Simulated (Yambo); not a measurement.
```
CELL_PARAMETERS angstrom
      0.00000     3.06972     3.06972
      3.06972     0.00000     3.06972
      3.06972     3.06972     0.00000
ATOMIC_POSITIONS crystal
  S  0.50000 0.50000 0.50000
  Ba 0.00000 0.00000 0.00000
```

BaS (rock salt, space group Fm-3m, No. 225) under isotropic strain of -3 % on all lattice vectors: mean Im ε in 1 eV windows above the direct gap of 3.34 eV, for different electron-hole kernels (Yambo, broadening 0.15 eV, norm-conserving PBEsol (Quantum ESPRESSO, 57 Ry, without SOC) bands; 8×8×8 mesh, 3 valence and 6 conduction bands, static screening with 30 bands and a 4 Ry block, scissor 1.47 eV, Tamm-Dancoff; field along x).

```csv
window (eV),independent quasiparticles,BSE
3.3 to 4.3,1.6,2.8
4.3 to 5.3,2.3,3.0
5.3 to 6.3,3.2,6.0
6.3 to 7.3,5.4,8.1
7.3 to 8.3,7.0,5.9
```

This run doesn't resolve bound excitons or single peaks, so only averages are given, and they too depend on the mesh; weight that the attraction moves below the gap isn't listed. All transitions below 8.89 eV are in the band window. The scissor comes from a G0W0 run whose convergence isn't established.

Geometry strained from the cell relaxed with PBEsol, atoms relaxed again.
